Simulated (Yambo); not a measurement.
A G0W0@PBEsol run in Yambo for AgI (wurtzite, space group P6_3mc, No. 186) under isotropic strain of +1 % on all lattice vectors (3×3×2 Γ-centred k mesh, bands 9 to 204 and a 7 Ry block in the screening, 204 bands in G with the Bruneval-Gonze terminator, plasmon pole fitted at 27.2 eV) gives these matrix elements, in eV, at the band edges (Γ → Γ):

```
state               E0    <Vxc>     <Σx>  <Σc(E0)>      Z
---------------  -----  -------  -------  --------  -----
valence edge     0.000  -17.162  -20.723     2.592  0.794
conduction edge  1.230   -9.460   -5.364    -3.623  0.822
```

Question: Solve the linearised quasiparticle equation for both states, give the gap, and say how exchange and correlation each act on it.

Answer: E = E0 + Z(Σx + Σc − Vxc). Valence: 0.000 + 0.794 × (-20.723 + (2.592) − (-17.162)) = -0.77 eV. Conduction: 1.230 + 0.822 × (-5.364 + (-3.623) − (-9.460)) = 1.62 eV. The gap is 2.39 eV, against 1.23 eV in PBEsol. Replacing Vxc by bare exchange alone would open it by 7.66 eV; correlation takes back 6.22 eV of that, and Z scales what is left. Convergence of the G0W0 settings was not tested. The k mesh is coarse. Without spin-orbit coupling, band edges of such heavy elements can be off by tenths of an eV.

Geometry strained from the cell relaxed with PBEsol, atoms relaxed again; primitive cell a = 4.602 Å, b = 4.602 Å, c = 7.519 Å, α = 90.00°, β = 90.00°, γ = 120.00°.
